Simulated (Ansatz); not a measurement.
Ti₅Al₂C₃: enthalpy against pressure

Ti₅Al₂C₃, R-3m, a = 3.046 Å, c = 48.217 Å. The structure is a Materials Project entry; whether it is the stable form wasn't checked. Ansatz: PBEsol, PAW, 420 eV, Γ-centred 12×12×12 mesh on 10 atoms, Gaussian smearing 0.10 eV; no spin polarisation. Cell and atoms are relaxed at each pressure, and no other structure is tried, so the rows at high pressure may lie past a change of phase. y is the enthalpy over the state at zero pressure; there V0 = 12.911 Å³/atom. The pressures are the targets, met within 0.03 GPa.

```
P (GPa) y (eV/atom)
   -1.0      -0.0808
    0.0       0.0000
    1.0       0.0803
    4.0            ?
   12.0       0.9340
   25.0       1.8863
```

Fit y = c1 P + c2 P² + c3 P³ to the other rows, say what c1 and c2 mean, and predict the missing value.

Least squares on the rows shown. y = 0.080549 P − 0.00024696 P² + 1.7239×10⁻⁶ P³. Since dH/dP = V, c1 is V0: 0.080549 eV/GPa × 160.2 = 12.904 Å³ against 12.911; c2 = −V0/(2B0) gives B0 = 163 GPa, where a Birch–Murnaghan fit to the volumes of the same runs (not shown) gives 156 GPa: a cubic over this range folds the higher terms into c2. At P = 4.0 the fit asked for gives 0.3184 eV/atom. The run gave 0.3183 eV/atom, so the fit is 0.0001 eV/atom too high, a small miss on the scale of the series.